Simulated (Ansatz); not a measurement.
## Al2Au (Fm-3m): lattice vibrations

```
CELL_PARAMETERS angstrom
0.00000 2.97885 2.97885
2.97885 0.00000 2.97885
2.97885 2.97885 0.00000
ATOMIC_POSITIONS crystal
Al 0.25000 0.25000 0.25000
Al 0.75000 0.75000 0.75000
Au 0.00000 0.00000 0.00000
```

Computed, not measured; unless marked otherwise by LDA, all-electron LAPW in Ansatz 0.2.0, scalar-relativistic. k mesh 10×10×10, Fermi-Dirac smearing of 0.050 eV, basis error target 0.5 meV/atom. The cell was relaxed by PAW under this functional.

Atoms are displaced by 0.01 Å in the smallest supercells that hold the wave vectors of a 2×2×2 mesh. Negative values stand for unstable modes.

**Question.** What are the phonon energies at the solved wave vectors, in THz?

**Answer.** 

```csv
q,point,modes (THz)
0.000 0.000 0.000,Gamma,"6.98 (×3), 8.04 (×3)"
0.500 0.000 0.000,L,"1.88 (×2), 3.73, 7.70 (×2), 8.07 (×2), 8.37, 8.94"
0.500 0.500 0.000,X,"2.74 (×2), 3.77, 6.30, 6.52 (×2), 9.26 (×2), 9.40"
```

**Question.** Is the structure dynamically stable at these wave vectors?

**Answer.** Yes, no mode is unstable there; wave vectors off this mesh aren't tested.

**Question.** How do the optical zone-centre modes decompose, and which are active?

**Answer.** Point group m-3m: Γ_opt = T1u + T2g.

```json
{"label": "T1u", "THz": "6.98", "activity": "IR", "mostly": "Al (78 %)"}
{"label": "T2g", "THz": "8.04", "activity": "Raman", "mostly": "Al (100 %)"}
```

In a metal the activity is that of symmetry alone; free carriers screen the infrared modes.

**Question.** How well do frozen-core PAW files reproduce these all-electron values?

**Answer.** With a cutoff of 420 eV and displacements of 0.0025 Å, the r.m.s. difference over the modes is 0.1 cm⁻¹; the largest difference is 209.8 (PAW) against 210.0 cm⁻¹ (LAPW).

**Question.** The cell is scaled evenly to 51.280 and 54.452 Å³ (from 52.866), with free atoms relaxed and the shape held. What are the mode Grüneisen parameters γ = −d ln ω/d ln V?

**Answer.** For the highest mode, 330.4 cm⁻¹ in the small cell and 297.3 in the large one give γ ≈ 1.76. From the change of the dynamical matrix on each mode:

```csv
point,cm⁻¹,γ
Gamma,233.0,2.13
Gamma,268.3,1.99
L,62.8,0.79
L,124.6,1.62
L,256.8,2.01
L,269.1,1.97
L,279.3,1.82
L,298.1,1.65
X,91.4,1.11
X,125.6,1.95
X,210.0,1.94
X,217.6,2.08
X,308.7,1.90
X,313.5,1.76
```

Weighted by the modes' heat capacities at 300 K, the mean on this mesh is 1.70; it moves with the q mesh, and a coarse one overweights the zone boundary.

Caveats: responses of metals move with mesh and smearing; no spin-orbit coupling on heavy atoms; the frozen-core PAW files of the compared runs were fitted under PBE, their cores solved anew for this functional.
